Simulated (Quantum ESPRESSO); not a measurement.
**Band energies of BaAlSiH**

```
BaAlSiH
1.0
    4.29914     0.00000     0.00000
   -2.14957     3.72317     0.00000
    0.00000     0.00000     5.06195
H Al Si Ba
1 1 1 1
Cartesian
  2.14957   1.24106   0.63050
  2.14957   1.24106   2.37585
  0.00000   2.48211   2.75416
  0.00000   0.00000   0.02485
```

PBEsol (pw.x of Quantum ESPRESSO, ONCV potentials, with spin-orbit coupling); path ΓMKΓALHA,LM,KH; energies in eV from the valence-band maximum.

| k (1/Å) | point | band 18 | band 19 | band 20 | band 21 | band 22 | band 23 | band 24 | band 25 |
|---|---|---|---|---|---|---|---|---|---|
| 0.00 | Γ | -0.62 | 1.25 | 1.25 | 2.99 | 2.99 | 3.05 | 3.05 | 4.27 |
| 0.24 |  | -0.66 | 1.79 | 1.79 | 2.85 | 2.87 | 3.16 | 3.17 | 3.57 |
| 0.60 |  | -0.62 | 0.96 | 0.97 | 2.49 | 2.50 | 3.13 | 3.14 | 3.19 |
| 0.84 | M | -0.66 | 0.70 | 0.70 | 2.47 | 2.47 | 3.00 | 3.00 | 3.51 |
| 1.21 |  | -0.72 | 1.02 | 1.05 | 2.68 | 2.69 | 3.80 | 3.82 | 5.15 |
| 1.33 | K | -0.77 | 1.03 | 1.07 | 2.83 | 2.85 | 3.67 | 3.67 | 5.76 |
| 1.44 |  | -0.73 | 1.05 | 1.09 | 2.65 | 2.66 | 3.82 | 3.83 | 5.43 |
| 1.76 |  | -0.56 | 1.79 | 1.80 | 2.02 | 2.04 | 2.94 | 2.97 | 4.34 |
| 1.98 |  | -0.63 | 2.06 | 2.08 | 2.43 | 2.46 | 2.96 | 2.97 | 3.65 |
| 2.31 | Γ | -0.62 | 1.25 | 1.25 | 2.99 | 2.99 | 3.05 | 3.05 | 4.27 |
| 2.62 |  | -0.40 | 1.58 | 1.58 | 2.13 | 2.13 | 2.15 | 2.17 | 3.22 |
| 2.82 |  | -0.06 | 1.73 | 1.73 | 1.74 | 1.75 | 1.86 | 1.86 | 2.59 |
| 2.93 | A | 0.00 | 1.68 | 1.68 | 1.69 | 1.69 | 1.87 | 1.87 | 2.51 |
| 3.14 |  | -0.26 | 1.71 | 1.71 | 2.26 | 2.27 | 2.56 | 2.58 | 2.87 |
| 3.35 |  | -0.73 | 1.57 | 1.58 | 3.06 | 3.07 | 3.26 | 3.27 | 3.92 |
| 3.66 |  | -0.78 | 1.56 | 1.57 | 3.62 | 3.62 | 4.43 | 4.44 | 4.95 |
| 3.77 | L | -0.76 | 1.57 | 1.57 | 3.61 | 3.61 | 4.39 | 4.39 | 5.28 |
| 3.87 |  | -0.71 | 1.75 | 1.76 | 3.60 | 3.60 | 4.41 | 4.42 | 5.12 |
| 4.16 |  | -0.41 | 3.18 | 3.19 | 3.67 | 3.69 | 4.66 | 4.69 | 4.78 |
| 4.26 | H | -0.37 | 3.11 | 3.11 | 4.09 | 4.13 | 4.46 | 4.47 | 4.85 |
| 4.35 |  | -0.42 | 3.19 | 3.20 | 3.82 | 3.84 | 4.46 | 4.50 | 4.69 |
| 4.65 |  | -0.74 | 2.54 | 2.57 | 3.38 | 3.40 | 3.60 | 3.62 | 3.96 |
| 4.94 |  | -0.39 | 1.84 | 1.86 | 2.49 | 2.52 | 2.66 | 2.70 | 3.01 |
| 5.13 |  | -0.02 | 1.73 | 1.74 | 1.83 | 1.85 | 2.12 | 2.13 | 2.55 |
| 5.23 | A | 0.00 | 1.68 | 1.68 | 1.69 | 1.69 | 1.87 | 1.87 | 2.51 |
| 5.23 | L | -0.76 | 1.57 | 1.57 | 3.61 | 3.61 | 4.39 | 4.39 | 5.28 |
| 5.32 |  | -0.74 | 1.44 | 1.45 | 3.74 | 3.75 | 4.18 | 4.20 | 4.99 |
| 5.50 |  | -0.69 | 0.89 | 0.90 | 3.18 | 3.23 | 4.05 | 4.05 | 4.50 |
| 5.76 |  | -0.65 | 0.67 | 0.68 | 2.48 | 2.53 | 3.07 | 3.07 | 3.62 |
| 5.85 | M | -0.66 | 0.70 | 0.70 | 2.47 | 2.47 | 3.00 | 3.00 | 3.51 |
| 5.85 | K | -0.77 | 1.03 | 1.07 | 2.83 | 2.85 | 3.67 | 3.67 | 5.76 |
| 6.16 |  | -0.56 | 2.26 | 2.28 | 3.57 | 3.58 | 3.98 | 3.98 | 4.29 |
| 6.47 | H | -0.37 | 3.11 | 3.11 | 4.09 | 4.13 | 4.46 | 4.47 | 4.85 |

The PBEsol gap is 0.61 eV; at least one edge lies off the plotted path, at a point of the SCF mesh. The smallest direct gap is 1.17 eV.

Geometry relaxed with PBEsol.

The structure is a Materials Project entry; no match was found in the copy of COD used, and its stability was not checked.
